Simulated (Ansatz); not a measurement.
Ga₂O₃ in space group C2/m (No. 12; Pearson symbol mS20), DFT-PBE in the program Ansatz with PAW potentials, all energies at zero smearing, with the estimated change up to a 700 eV cutoff added, with one set of potentials and settings (totals compare only within such a set). Cell of 10 atoms (4 Ga, 6 O): -18540.201 eV.

```json
[
 {"element": "Ga", "reference phase": "Cmce, 4 atoms in the cell", "E (eV/atom)": "-3783.0259"},
 {"element": "O", "reference phase": "C2/m, 4 atoms in the cell, spin-polarised", "E (eV/atom)": "-565.0042"}
]
```

Formation energy per atom, worked out: (-18540.201 − 4×(-3783.0259) − 6×(-565.0042))/10 = -1.807 eV/atom (-174 kJ per mol of atoms), at 0 K, without zero-point energy or fitted corrections.

Symmetry was held in the PBE relaxation. The references are the lowest solids computed at this level, not always the standard phases (solids in place of the gases).

Potentials: the earlier of the program's two PAW sets.
